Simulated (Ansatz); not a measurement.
ZrTa:
Space group Pmma (No. 51); a = 4.6567 Å, b = 3.5698 Å, c = 4.9709 Å, α = β = γ = 90.00°

| atom | site | symmetry | x | y | z |
|---|---|---|---|---|---|
| Ta | 2e | mm2 | 0.7500 | 0.0000 | 0.1871 |
| Zr | 2f | mm2 | 0.2500 | 0.5000 | 0.2787 |

Relaxed with r²SCAN.

Task: Tabulate the valence density and the electron localisation function along the shortest Ta–Ta contact (2.98 Å), the program Ansatz at the r²SCAN level (PAW).

Result: 

| distance from Ta (Å) | density (e/Å³) | ELF |
|---|---|---|
| 0.30 | 4.57 | 0.39 |
| 0.45 | 4.60 | 0.67 |
| 0.60 | 3.47 | 0.73 |
| 0.75 | 1.99 | 0.63 |
| 0.89 | 0.96 | 0.38 |
| 1.04 | 0.52 | 0.20 |
| 1.19 | 0.36 | 0.21 |
| 1.34 | 0.31 | 0.32 |
| 1.49 | 0.30 | 0.38 |
| 1.64 | 0.31 | 0.32 |
| 1.79 | 0.36 | 0.21 |
| 1.94 | 0.52 | 0.20 |
| 2.09 | 0.96 | 0.38 |
| 2.24 | 1.99 | 0.63 |
| 2.38 | 3.47 | 0.73 |
| 2.53 | 4.60 | 0.67 |
| 2.68 | 4.57 | 0.39 |

The density is the valence pseudo-density with augmentation charge, so density and ELF within about 1 Å of a nucleus are not all-electron values.

The start of the workflow was typed in or built on a structure type; neither database checked (COD, Materials Project) lists it. Its standing as an ambient phase is unchecked. The r²SCAN relaxation kept the symmetry of its start; its stability against distortions is not shown here. No spin polarisation was allowed. Its formation energy is positive at this level, so the cell may be metastable or incomplete. Axis ratios of metals converge slowly with the k-mesh, so a and c are less sure than the volume. Scalar-relativistic: spin–orbit coupling is off unless named, which matters more the heavier the elements.

Potentials: the earlier of the program's two PAW sets.
